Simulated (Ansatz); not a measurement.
Relaxed-ion elastic tensor of Ga2O3 (La2O3 or Ni2Al3 type, P-3m1) in GPa (Voigt order), plane-wave PAW PBEsol (Ansatz code); density 5.75 g/cm³, 10.82 Å³ per atom.

```
  263    204   18.8   17.8    0.0    0.0
  204    263   18.8  -17.8    0.0    0.0
 18.8   18.8   21.7    0.0    0.0    0.0
 17.8  -17.8    0.0   17.4    0.0    0.0
  0.0    0.0    0.0    0.0   17.4   17.8
  0.0    0.0    0.0    0.0   17.8   29.8
```

Question: Is the crystal mechanically stable?

Answer: Yes: the smallest eigenvalue of C is 4.7 GPa.

Question: Work out the Voigt and Reuss bounds. Is their mean of use?

Answer: K_V = 115, K_R = 21.6; G_V = 33.4, G_R = 9.2 GPa. The bounds lie so far apart that a Hill average or a Debye temperature from it would say little.

A made-up cell: these elements were put on the sites of a structure type; neither database checked (COD, Materials Project) lists it. It is not the phase usual at ambient conditions (space group No. 12, 167). Symmetry was held in the PBEsol relaxation. At this level the phase is dynamically unstable (imaginary phonons).

Potentials: the later of the program's two PAW sets.
